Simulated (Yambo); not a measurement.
One stored BSE kernel of dimension 648 for CdSe (zinc blende, space group F-43m, No. 216) (Yambo, PBEsol bands; 6×6×6 mesh, 3 valence and 1 conduction bands, static screening with 38 bands and a 4 Ry block, scissor 1.34 eV, Tamm-Dancoff; broadening 0.15 eV; field along x), solved in several ways.

| solver | iterations | largest change of Im ε (% of its maximum) | rough time |
|---|---|---|---|
| Haydock, threshold 2 % | 10 | 19 | within a factor of two |
| Haydock, threshold 0.5 % | 15 | 8.5 | within a factor of two |
| Haydock, threshold 0.1 % | 28 | 0.5 | within a factor of two |
| Haydock, threshold 0.005 % | 36 | 0.2 | 1 |
| SLEPc, lowest 10 states | – | no full spectrum | within a factor of two |
| SLEPc, lowest 60 states | – | no full spectrum | within a factor of two |
| full diagonalisation | – | reference | within a factor of two |

Haydock gives the spectrum without eigenstates, SLEPc the lowest states alone, full diagonalisation everything at a cost that grows as the cube of the dimension. Times include reading the kernel. Times are rough ratios from shared machines. Mesh and scissor weren't tested; the rows compare only with each other.

Spin-orbit coupling is not included.

Geometry relaxed with PBEsol; primitive cell a = b = c = 4.301 Å, α = β = γ = 60.00°.
